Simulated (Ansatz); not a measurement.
**KVF₃ in Ansatz, relaxation**

Run with:

```bash
ansatz run input.yaml --threads 2 --pin off --max-ram 4096MiB --backend cpu --events-out ev --progress --plain --runs-dir out
```

The input file (Ansatz 0.2.0, plane waves):

```yaml
crystal:
  lattice:
    - [4.12904783, 4.12904783, 0.0]
    - [0.0, 4.12904783, 4.12904783]
    - [4.12904783, 0.0, 4.12904783]
  atoms:
    - { symbol: V, position: [0.25, 0.25, 0.25], spin: 2.0 }
    - { symbol: V, position: [0.75, 0.75, 0.75], spin: -2.0 }
    - { symbol: F, position: [0.0, 0.5, 0.5] }
    - { symbol: F, position: [0.5, 0.0, 0.0] }
    - { symbol: F, position: [0.0, 0.5, 0.0] }
    - { symbol: F, position: [0.5, 0.0, 0.5] }
    - { symbol: F, position: [0.0, 0.0, 0.5] }
    - { symbol: F, position: [0.5, 0.5, 0.0] }
    - { symbol: K, position: [0.0, 0.0, 0.0] }
    - { symbol: K, position: [0.5, 0.5, 0.5] }
kpoints:
  mp_grid: { grid: [5, 5, 5], shift: [0, 0, 0] }
magnetization:
  spin_polarized: true
scf:
  occupations: { method: fermi_dirac, width: 0.0344 }
  lower_state_search: "off"
hamiltonian:
  pseudopotentials: { kind: paw }
  xc: r2scan
basis:
  ecutwfc: 500
  fft_grid_basis: typed
relax:
  max_steps: 80
  cell: { p_target: 5.0 }
output:
  forces: true
  stress: true
  eigenvalues: true
  bader: true
  populations: true
  elf: true
  write_potential: true
  volumetric_format: npy
  dos:
    e_range: [-12, 8]
    de: 0.05
    projected: { site_lists: { F: [F], K: [K], V: [V] } }
checkpoint:
  read: saved_state
```

Origin of the cell: a database entry, scaled a little.

The saved state is a converged single point of the same cell, with its larger moments on V1 up, V2 down.

Steps («new basis» is an SCF on plane waves selected anew at the same cell):

```tsv
step	ΔH (meV/atom)	max force component (eV/Å)	P (GPa)	volume (Å³)	SCF iterations	step was
1	0.0	0.000	-0.61	140.79	7	accepted
2	-15.6	0.000	3.38	134.27	8	accepted
3	-16.9	0.000	5.20	131.79	8	accepted
4	-16.9	0.000	5.00	132.04	6	accepted
5	-16.1	0.000	5.03	132.04	8	new basis
```

The starting structure.

Space group Pm-3m (No. 221); the run's cell has a = 5.839 Å, b = 5.839 Å, c = 5.839 Å, α = 60.00°, β = 60.00°, γ = 60.00°. Shortest distances: F–V 2.06 Å, F–K 2.92 Å, F–F 2.92 Å, K–V 3.58 Å.

The relaxed structure.

Space group Pm-3m (No. 221); the run's cell has a = 5.716 Å, b = 5.716 Å, c = 5.716 Å, α = 60.00°, β = 60.00°, γ = 60.00°. Shortest distances: F–V 2.02 Å, F–F 2.86 Å, F–K 2.86 Å, K–V 3.50 Å.

```yaml
crystal:
  lattice:
    - [4.04168, 4.04168, 0.00000]
    - [0.00000, 4.04168, 4.04168]
    - [4.04168, 0.00000, 4.04168]
  atoms:
    - { symbol: V, position: [0.25000, 0.25000, 0.25000] }
    - { symbol: V, position: [0.75000, 0.75000, 0.75000] }
    - { symbol: F, position: [0.00000, 0.50000, 0.50000] }
    - { symbol: F, position: [0.50000, 0.00000, 0.00000] }
    - { symbol: F, position: [0.00000, 0.50000, 0.00000] }
    - { symbol: F, position: [0.50000, 0.00000, 0.50000] }
    - { symbol: F, position: [0.00000, 0.00000, 0.50000] }
    - { symbol: F, position: [0.50000, 0.50000, 0.00000] }
    - { symbol: K, position: [0.00000, 0.00000, 0.00000] }
    - { symbol: K, position: [0.50000, 0.50000, 0.50000] }
```

| Property | Result |
| --- | --- |
| Enthalpy lowered by | 16.1 meV/atom |
| Volume change | -6.21 % |
| Final pressure | 5.03 GPa |
| Relaxation steps listed | 5 |
| Site moments at the end (small spheres, which read low) | V1 +2.2, V2 -2.2 μB |
| Total moment | 0.00 μB |

Caveats: the relaxation held the start's symmetry, so the end may be a saddle point.

It ran for 110 s on 2 threads of Arm Neoverse V1, on a shared host, peak memory 0.96 GiB, from a saved density.
